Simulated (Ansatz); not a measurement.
A geometry of CdAu away from equilibrium: the start of the relaxation of a relaxed CdAu cell, doubled along one cell vector, shaken by Gaussian noise of σ = 0.08 Å a coordinate. All values below come from PBE (plane waves to 420 eV, PAW, scalar-relativistic; Ansatz, an electronic-structure program). Γ-centred k-mesh 11×6×7 on the run's cell (coarser than for final values), Fermi–Dirac smearing 0.05 eV.

```xyz
8
Lattice="1.5593 -5.5510 0.0000 3.1187 11.1021 0.0000 0.0000 0.0000 4.5920" Properties=species:S:1:pos:R:3:forces:R:3 pbc="T T T" free_energy=-85616.225 pressure_GPa=2.0
Au     1.4326    -0.9444     3.3357    0.2231    0.6672    0.5165
Au     3.1204     4.6997     3.3476    0.2106    0.0291    0.5493
Au     1.4918     0.9943     1.0102    0.0992   -0.2545    0.1483
Au     3.1458     6.5634     1.1018   -0.0271   -0.6466   -0.0047
Cd     1.6350    -3.7189     3.2442   -0.1394   -0.1364    0.5601
Cd     3.1377     1.7461     3.5375    0.0137    0.1970   -0.7087
Cd     1.5596     3.9422     1.2469    0.1817   -0.1640   -0.8690
Cd     3.2154     9.3016     1.0707   -0.5618    0.3081   -0.1917
```

Positions in Å, forces in eV/Å, free energy of the cell in eV (comparable only within this code, potentials and settings). Largest force: 0.90 eV/Å, on Cd7 (atoms numbered as listed); the geometry lies 0.04 eV/atom above the end of its relaxation.

No spin polarisation in the result.

The end of the path is a generated cell of CdAu: the first start was made by placing the elements on the sites of a structure type, and the end was not matched to a known phase here, so it may be hypothetical.
